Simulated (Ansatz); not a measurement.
YPt$_{3}$: pressure against volume

YPt$_{3}$, Pm-3m, a = 4.096 Å. The structure is a COD entry; whether it is the stable form wasn't checked. Ansatz: r2SCAN, PAW, 500 eV, Γ-centred 10×10×10 mesh on 4 atoms, Gaussian smearing 0.10 eV; no spin polarisation. Symmetry fixes shape and atoms, so the cell is only scaled; pressure is positive in compression.

```
V (Å³/atom) P (GPa)
     16.148    13.36
     16.663        ?
     17.179     0.00
     17.694    -5.07
     18.210    -9.30
```

Q: Take V0 = 17.179 Å³/atom, fit the third-order Birch–Murnaghan form to the other rows, and predict the missing pressure.

A: With the Eulerian strain f = ½[(V0/V)^(2/3) − 1] and y = P/[3f(1 + 2f)^(5/2)], the form is the line y = B0 + 1.5 B0 (B0′ − 4) f. Rows (f, y): 0.02106, 190.7; -0.00975, 182.1; -0.01906, 179.2. Means f = -0.002583, y = 184.00; Σ(Δf)² = 0.0008818, ΣΔfΔy = 0.2511; the slope is their ratio. y = 184.7 + 284.8 f GPa, so B0 = 184.7 GPa and B0′ = 4 + 2 × (284.8)/(3 × 184.7) = 5.03. At V = 16.663, f = 0.01027, y = 187.62 and P = 6.08 GPa. The run gave 6.07 GPa, so the fit is 0.01 GPa too high, a small miss on the scale of the series.

Spin–orbit coupling is left out, which can shift energies with elements as heavy as these.